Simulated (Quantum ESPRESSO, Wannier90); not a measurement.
# CsH (rock salt), plane waves to Wannier functions

```
CsH
1.0
    0.00000     3.19125     3.19125
    3.19125     0.00000     3.19125
    3.19125     3.19125     0.00000
Cs H
1 1
Direct
  0.00000   0.00000   0.00000
  0.50000   0.50000   0.50000
```

Structure: Materials Project mp-1057286, symmetrised, not relaxed again. COD (Crystallography Open Database) has an entry of this formula and space group (matched by these alone). Level: PBEsol, no spin polarisation, no spin-orbit coupling; pw.x of Quantum ESPRESSO at 58 Ry with PseudoDojo potentials, 6×6×6 k-points, Wannier90. Density: 8×8×8 mesh, cold smearing 0.01 Ry. Spin-orbit coupling is left out although heavy elements are present.

Functional, cutoff and mesh named above are those of the base row (58); the first column says what each row takes instead. Model: 1 function from bands 5, start SCDM (isolated) (the valence bands). Energies are relative to the valence-band maximum; the misfit is to pw.x on a path, for all bands of the set. Only the plane-wave cutoff changes (density cutoff four times as high). Ω_total can sit in another minimum from row to row; Ω_I of an isolated set cannot.

| ecutwfc (Ry) | Ω_I (Å²) | Ω_total (Å²) | rms misfit (meV) | gap (eV) | ΔE to highest cutoff (meV/atom) | plane waves a k-point, about (cost) | rough cost of nscf and overlaps (first row = 1) |
|---|---|---|---|---|---|---|---|
| 29 | 2.59 | 2.59 | 1.6 | 2.136 | 57.5 | 1200 | 1.0 |
| 36 | 2.58 | 2.58 | 1.3 | … | … | 1600 | 1.7 |
| 44 | 2.58 | 2.58 | 1.3 | 2.149 | 8.7 | 2200 | 2.3 |
| 58 | 2.57 | 2.57 | 1.2 | 2.153 | 1.4 | 3300 | 5 |
| 72 | 2.57 | 2.57 | 1.2 | 2.153 | 0.1 | 4500 | 6 |
| 90 | 2.57 | 2.57 | 1.2 | 2.153 | 0.0 | 6300 | 11 |

**Question.** Fill in the missing entries.

**Answer.** 
- 36, gap (eV): 2.142
- 36, ΔE to highest cutoff (meV/atom): 21.5
